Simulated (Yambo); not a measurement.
## Bethe-Salpeter results for Rb2NaYF6

```xyz
10
Lattice="0.0000 4.5134 4.5134 4.5134 0.0000 4.5134 4.5134 4.5134 0.0000" Properties=species:S:1:pos:R:3 pbc="T T T"
F      2.1890     4.5134     4.5134
F      6.8378     4.5134     4.5134
F      4.5134     2.1890     4.5134
F      4.5134     6.8378     4.5134
F      4.5134     4.5134     2.1890
F      4.5134     4.5134     6.8378
Na     4.5134     4.5134     4.5134
Rb     6.7701     6.7701     6.7701
Rb     2.2567     2.2567     2.2567
Y      0.0000     0.0000     0.0000
```

The geometry is that of Materials Project entry mp-13926, symmetrised and not relaxed again.

BSE in Yambo on PBEsol (pw.x of Quantum ESPRESSO, ONCV potentials, no spin-orbit coupling) bands: 4×4×4 mesh, 18 valence and 12 conduction bands, static screening with 107 bands and a 3 Ry block, scissor 3.62 eV, Tamm-Dancoff; field along x.

```csv
state,energy (eV),states within 2 meV,relative strength,class,main transitions
1,8.47,3,< 0.01,weak,several band pairs
2,8.56,1,< 0.01,dark,several band pairs
3,8.62,3,< 0.01,dark,several band pairs
4,8.68,3,< 0.01,weak,several band pairs
5,8.72,3,1.00,strong,several band pairs
6,8.72,3,0.03,weak,several band pairs
```

These are vertical excitations (zero momentum). The direct quasiparticle gap on this mesh is 9.94 eV; counted from there, state 1 is bound by 1.47 eV. Convergence with the mesh was not shown.

Spin singlets only. Strengths are relative to the strongest of the lowest states of this run; strong means a line over 3 % of the spectrum's maximum, dark under 0.03 %. Absolute energies carry the error of the G0W0 scissor, whose convergence isn't established.
